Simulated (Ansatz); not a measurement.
**Map of one atom of the cell for CoSn (CoSn type, space group P6/mmm)**

Relaxed CoSn (CoSn type, space group P6/mmm):

```
CELL_PARAMETERS angstrom
      5.29399     0.00000     0.00000
     -2.64700     4.58473     0.00000
      0.00000     0.00000     4.23543
ATOMIC_POSITIONS crystal
  Co 0.50000 0.00000 0.00000
  Co 0.50000 0.50000 0.00000
  Co 0.00000 0.50000 0.00000
  Sn 0.00000 0.00000 0.00000
  Sn 0.33333 0.66667 0.50000
  Sn 0.66667 0.33333 0.50000
```

In this cell atom 2 (Co, nearest neighbour Sn at 2.612 Å; its periodic images, 4.2 Å or more away, move with it) is moved by u·(1.000, 0.000, 0.000) + v·(0.000, 1.000, 0.000); the rest is frozen.

Level of theory: PBE (plane waves to 420 eV, PAW, scalar-relativistic; Ansatz, an electronic-structure program). k mesh 8×8×9 (Γ-centred), Fermi-Dirac smearing 0.05 eV. The energy includes the smearing's −TS. Stress and pressure are positive under compression. With partly filled bands, energies and forces of such displacements shift with the k mesh and the smearing. CoSn is run without spin polarisation. CoSn was relaxed with its symmetry unable to fall. ΔE is measured from the undisplaced structure. Axes are in Å.

ΔE (meV/cell), with u across and v down:

```csv
v \ u,-0.390,-0.260,-0.130,0.000,0.130,0.260,0.390
-0.390,1412,929,652,577,707,1045,1598
-0.260,890,493,278,235,363,667,1162
-0.130,679,305,102,55,160,422,858
0.000,688,296,73,0,73,296,688
0.130,858,422,160,55,102,305,679
0.260,1162,667,363,235,278,493,890
0.390,1598,1045,707,577,652,929,1412
```

P (GPa), with u across and v down:

```tsv
v \ u	-0.390	-0.260	-0.130	0.000	0.130	0.260	0.390
-0.390	7.2	5.0	3.7	3.4	4.1	5.8	8.6
-0.260	5.0	2.9	1.7	1.5	2.1	3.8	6.3
-0.130	4.0	1.9	0.7	0.4	0.9	2.4	4.8
0.000	3.9	1.8	0.4	0.0	0.4	1.8	3.9
0.130	4.8	2.4	0.9	0.4	0.7	1.9	4.0
0.260	6.3	3.8	2.1	1.5	1.7	2.9	5.0
0.390	8.6	5.8	4.1	3.4	3.7	5.0	7.2
```

Derived quantities:

| Item | Result |
|---|---|
| Principal force constants in the plane (five-point differences of the forces) | 5.4 and 9.6 eV/Å² |
| Softest direction at the centre | 60° from u towards v |
| Centre of the map | a minimum |
| Lowest place on the grid | u = 0.000 Å, v = 0.000 Å (0 meV/cell) |
| Highest place on the grid, met at several equal points | u = 0.390 Å, v = -0.390 Å; u = -0.390 Å, v = 0.390 Å (1598 meV/cell) |

(A displaced cell: forces are minus the slopes of the energy, force constants its curvatures, and phonons follow from these.)
